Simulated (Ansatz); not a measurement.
Cu₂Te:
```xyz
6
Lattice="5.6501 0.0000 0.0000 0.0000 5.6501 0.0000 0.0000 0.0000 5.6501" Properties=species:S:1:pos:R:3 pbc="T T T"
Cu     4.2376     4.2376     4.2376
Cu     4.2376     1.4125     1.4125
Cu     1.4125     4.2376     1.4125
Cu     1.4125     1.4125     4.2376
Te     0.0000     0.0000     0.0000
Te     2.8251     2.8251     2.8251
```

Relaxed with PBE. Special points in fractions of this cell's reciprocal vectors: Γ (0.000, 0.000, 0.000); X (0.000, 0.500, 0.000); M (0.500, 0.500, 0.000); R (0.500, 0.500, 0.500).

Problem. List the band energies nearest the valence-band maximum at these points for the program Ansatz at the PBE level (PAW).

Solution. In eV from the valence-band maximum; about four levels below and three above (degenerate sets whole), none deeper than 8.9 eV; points with the same levels are listed once.

```tsv
k	below	above
Γ	-0.62 -0.62 -0.62 -0.03 -0.03 -0.03	1.93 2.18 2.18
X	-0.15 -0.15 -0.15 -0.15	3.56 3.56 4.28 4.28
M	-0.16 -0.16 -0.10 -0.10	2.40 2.40 3.56 3.56
R	-0.58 -0.32 -0.32 -0.32	4.09 4.09 4.09
```

Space group Pn-3m. A made-up cell: these elements were put on the sites of a structure type; neither database checked (COD, Materials Project) lists it. Whether it is the stable phase at ambient conditions was not checked. Symmetry was held in the PBE relaxation; whether a distortion lowers the energy is not shown. The run is not spin-polarised. Spin–orbit coupling is left out wherever it is not named.

Potentials: the later of the program's two PAW sets.
